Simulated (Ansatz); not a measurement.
**Field gradients of HfSiO4 from run to run**

Cell of run 1: a structure deposited in the COD.

Space group I4_1/amd:1 (No. 141); a = 6.5725, c = 5.9632 Å.

| site | Wyckoff | site symmetry | x | y | z |
| --- | --- | --- | --- | --- | --- |
| Hf | 4a | -4m2 | 0.0000 | 0.5000 | 0.2500 |
| Si | 4b | -4m2 | 0.5000 | 0.0000 | 0.2500 |
| O | 16h | .m. | 0.5000 | 0.3155 | 0.8198 |

One atom of each set is listed; the run and its k-mesh use a cell of 12 atoms with edges of 5.52, 5.52, 5.52 Å.

Relaxed positions (PBE, cell held):

Hf (0.0000, 0.5000, 0.2500)
Si (0.5000, 0.0000, 0.2500)
O (0.5000, 0.3147, 0.8193)

All runs are DFT with Ansatz 0.2.0 (plane waves and PAW, scalar-relativistic unless spin–orbit coupling is named, Γ-centred meshes, Fermi–Dirac smearing where given) in this cell.

Run 1: PBE, gradients read without the response of the cores, atoms as given; 420 eV, 5×5×5 k-points, smearing 0.02 eV.
Run 2: PBE, gradients read without the response of the cores, atoms relaxed; 420 eV, 5×5×5 k-points, smearing 0.02 eV.
Run 3: r2SCAN, gradients read without the response of the cores, at the relaxed atoms; 500 eV, 5×5×5 k-points, smearing 0.02 eV.

```csv
run,Hf V_zz (η),Si V_zz (η),O V_zz (η)
1,12.60 (0.00),-2.04 (0.00),4.85 (0.87)
```

The results of the other runs, out of order. V_zz in 10²¹ V/m².

```json
{"result": "A", "Hf V_zz (η)": "14.21 (0.00)", "Si V_zz (η)": "-2.05 (0.00)", "O V_zz (η)": "4.94 (0.82)"}
{"result": "B", "Hf V_zz (η)": "13.77 (0.00)", "Si V_zz (η)": "-1.98 (0.00)", "O V_zz (η)": "4.96 (0.85)"}
```

**Question.** Which result belongs to which run?

**Answer.** A is run 3, B is run 2. Taken one at a time, the positions of the atoms (as given or relaxed) move the tensors on these sites by up to 1.16 (largest principal value of the change, on Hf), the functional (r2SCAN with its higher cutoff) by 0.45 (Hf).

Without spin–orbit coupling the gradients at and beside Hf can be off by some per cent, at some sites by more. In runs 1, 3 the atoms aren't at the calculated equilibrium (largest force 0.34, 0.31 eV/Å). The cell isn't the equilibrium one in runs 1, 2 (calculated pressure 7, 7 GPa), and the entry's cell may itself be off.
